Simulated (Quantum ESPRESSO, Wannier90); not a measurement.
**Wannierisation of Ga2BiAs (P-4m2)**

```xyz
4
Lattice="4.3001 0.0000 0.0000 0.0000 4.3001 0.0000 0.0000 0.0000 6.1459" Properties=species:S:1:pos:R:3 pbc="T T T"
Ga     2.1501     0.0000    -1.6856
Ga     0.0000     2.1501     1.6856
Bi     0.0000     0.0000     0.0000
As     2.1501     2.1501     3.0729
```

Materials Project entry mp-1018076; symmetrised, unrelaxed at this level. Not found in the COD (Crystallography Open Database) copy used; not checked further. Level: PBEsol, no spin polarisation, no spin-orbit coupling; pw.x of Quantum ESPRESSO at 68 Ry with PseudoDojo potentials, 6×6×4 k-points, Wannier90. Density: 8×8×6 mesh, cold smearing 0.01 Ry. Spin-orbit coupling is left out although heavy elements are present.

Bands 21-22 form an isolated set from -12.28 to -10.31 eV relative to the Fermi level (on the path) and are turned into 2 Wannier functions by minimising the spread from the start: atomic waves As 4s, Bi 6s.

Task: Where do the functions sit, how wide are they and what are they made of?

Result: 
```csv
functions,spread (Å²),"nearest atom, distance (Å)","second atom, distance (Å)",weight on atomic waves
1,2.26,Bi 0.00,Ga 2.73,"Bi 6s 67 %, Ga 4p 20 %, Ga 4s 10 %"
1,2.04,As 0.00,Ga 2.56,"As 4s 64 %, Ga 4p 21 %, Ga 4s 11 %"
```

Ω_I = 4.27 Å², Ω_total = 4.30 Å²; the interpolated bands follow pw.x to 0.5 meV rms on the path. Only this start was tried; a symmetric start can stop on a saddle, and mixtures of these functions could lower the total by at most Ω_total − Ω_I.
